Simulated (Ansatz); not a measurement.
TiNb in space group Cmmm (No. 65; Ti on 2c, Nb on 2a) at seven volumes, plane-wave PAW LDA (Ansatz code), shape and atoms relaxed at each. One row is withheld.

```csv
V (Å³/atom),P (GPa)
14.949,?
15.442,10.66
15.934,4.96
16.427,-0.07
16.920,-4.41
17.413,-8.20
17.906,-11.50
```

Problem. Fit the shown pressures and predict the withheld one.

Solution. Third-order Birch–Murnaghan: P = (3/2)B₀(x^(7/2) − x^(5/2))[1 + (3/4)(B′ − 4)(x − 1)] with x = (V₀/V)^(2/3). Least squares on the six rows gives V₀ = 16.421 Å³/atom, B₀ = 155.4 GPa, B′ = 3.61. At V = 14.949, x = 1.0646 and P = 17.28 GPa. The run itself gave 17.14 GPa.

The first step of the workflow began from a Materials Project structure, measured or hypothetical; the Crystallography Open Database copy checked does not list it. With Ti and Nb taken as one species the cell has the higher symmetry Im-3m, so it may be an ordered model of a mixed-site phase. Its standing as an ambient phase is unchecked. The cell keeps a stress of up to 0.2 GPa. Symmetry was held in the LDA relaxation; whether a distortion lowers the energy is not shown. The run is not spin-polarised.

Potentials: the later of the program's two PAW sets.
